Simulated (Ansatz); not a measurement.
Relaxed-ion elastic tensor of V$_{3}$Ge (A15 (Cr3Si type), space group No. 223) in GPa (Voigt order), the program Ansatz at the PBEsol level (PAW); density 7.19 g/cm³, 13.02 Å³ per atom.

```json
[
 {"": "1", "1": "307", "2": "147", "3": "147", "4": "0.0", "5": "0.0", "6": "0.0"},
 {"": "2", "1": "147", "2": "307", "3": "147", "4": "0.0", "5": "0.0", "6": "0.0"},
 {"": "3", "1": "147", "2": "147", "3": "307", "4": "0.0", "5": "0.0", "6": "0.0"},
 {"": "4", "1": "0.0", "2": "0.0", "3": "0.0", "4": "66.1", "5": "0.0", "6": "0.0"},
 {"": "5", "1": "0.0", "2": "0.0", "3": "0.0", "4": "0.0", "5": "66.1", "6": "0.0"},
 {"": "6", "1": "0.0", "2": "0.0", "3": "0.0", "4": "0.0", "5": "0.0", "6": "66.1"}
]
```

**Question.** Is the crystal mechanically stable?

**Answer.** Yes: the smallest eigenvalue of C is 66.1 GPa.

**Question.** Work out the Voigt, Reuss and Hill averages.

**Answer.** K_V = 200, K_R = 200, K_H = 200; G_V = 71.7, G_R = 71.0, G_H = 71.4 GPa.

**Question.** Give Young's modulus, Poisson's ratio, Pugh's ratio and the universal anisotropy index.

**Answer.** E = 9KG/(3K + G) = 191 GPa; ν = 0.34; K/G = 2.81 (ductile by the Pugh limit of 1.75); A_U = 5G_V/G_R + K_V/K_R − 6 = 0.04.

**Question.** Estimate the sound speeds and the Debye temperature.

**Answer.** v_l = √((K + 4G/3)/ρ) = 6410 m/s, v_t = √(G/ρ) = 3150 m/s, mean 3540 m/s; Θ = (h/k)(3n/4πV)^(1/3) v_m = 448 K.

**Question.** Give the Zener ratio and Young's modulus along [100], [110] and [111].

**Answer.** A = 2C44/(C11 − C12) = 0.83; 1/E = S11 − 2(S11 − S12 − S44/2)Γ with Γ = 0, 1/4, 1/3 gives 212, 186, 179 GPa.

**Question.** Solve the Christoffel equation for the three sound speeds along [100], [110], [111].

**Answer.** Eigenvalues of C_ijkl n_j n_l equal ρv². In km/s, slowest first: [100] 3.03, 3.03, 6.53; [110] 3.03, 3.34, 6.38; [111] 3.24, 3.24, 6.33.

Space group Pm-3n (A15 (Cr3Si type)). The first step of the workflow began from a Materials Project structure, measured or hypothetical; the Crystallography Open Database files this formula in space group No. 223, but the cells were not matched. Its standing as an ambient phase is unchecked. The cell was relaxed with PBEsol under the symmetry of its start; its stability against distortions is not shown here. The workflow began spin-polarised and lost its moments. As this level gives no gap, shear constants depend on the k-mesh and smearing (Fermi–Dirac, 0.1 eV here).

Potentials: the later of the program's two PAW sets.
